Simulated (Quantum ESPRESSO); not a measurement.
**Kohn-Sham bands of BaTiO3 (Amm2)**

```yaml
crystal:
  lattice:
    - [3.98333, 0.00000, 0.00000]
    - [0.00000, 2.86259, 2.87534]
    - [0.00000, -2.86259, 2.87534]
  atoms:
    - { symbol: Ba, position: [0.00000, 0.00341, 0.00341] }
    - { symbol: Ti, position: [0.50000, 0.51850, 0.51850] }
    - { symbol: O, position: [0.50000, 0.97843, 0.49135] }
    - { symbol: O, position: [0.50000, 0.49135, 0.97843] }
    - { symbol: O, position: [0.00000, 0.48820, 0.48820] }
```

Structure: Materials Project mp-5777, symmetrised, not relaxed again. COD (Crystallography Open Database) has the formula in 5 space groups, this one among them (matched by group alone). Method: LDA plane waves in Quantum ESPRESSO 7.5 (PseudoDojo norm-conserving files, 68 Ry, no spin polarisation, no spin-orbit coupling), Bloch states on a 8×8×8 mesh through Γ, Wannier90 4.0.1. Density: 8×8×8 mesh, cold smearing 0.01 Ry. Spin-orbit coupling is left out although heavy elements are present.

Energies are relative to the valence-band maximum; weights are on the orthonormalised atomic waves of the pseudopotential files, averaged over the group. 40 electrons a cell are treated as valence.

```json
[
 {"bands": "1", "from (eV)": "-55.76", "to (eV)": "-55.76", "filling": "filled", "weight on atomic waves": "?"},
 {"bands": "2–4", "from (eV)": "-32.40", "to (eV)": "-32.30", "filling": "filled", "weight on atomic waves": "?"},
 {"bands": "5", "from (eV)": "-24.69", "to (eV)": "-24.45", "filling": "filled", "weight on atomic waves": "?"},
 {"bands": "6–8", "from (eV)": "-16.67", "to (eV)": "-15.41", "filling": "filled", "weight on atomic waves": "?"},
 {"bands": "9–11", "from (eV)": "-10.58", "to (eV)": "-9.40", "filling": "filled", "weight on atomic waves": "?"},
 {"bands": "12–20", "from (eV)": "-4.38", "to (eV)": "0.00", "filling": "filled", "weight on atomic waves": "?"}
]
```

Which atomic shells make up each group?


- 1, weight on atomic waves: Ti 3s 96 %
- 2–4, weight on atomic waves: Ti 3p 98 %
- 5, weight on atomic waves: Ba 5s 95 %
- 6–8, weight on atomic waves: O 2s 85 %, Ti 3d 5 %, Ti 4s 4 %
- 9–11, weight on atomic waves: Ba 5p 91 %, O 2p 5 %
- 12–20, weight on atomic waves: O 2p 82 %, Ti 3d 11 %

The Kohn-Sham gap over both meshes and the path is 2.13 eV.
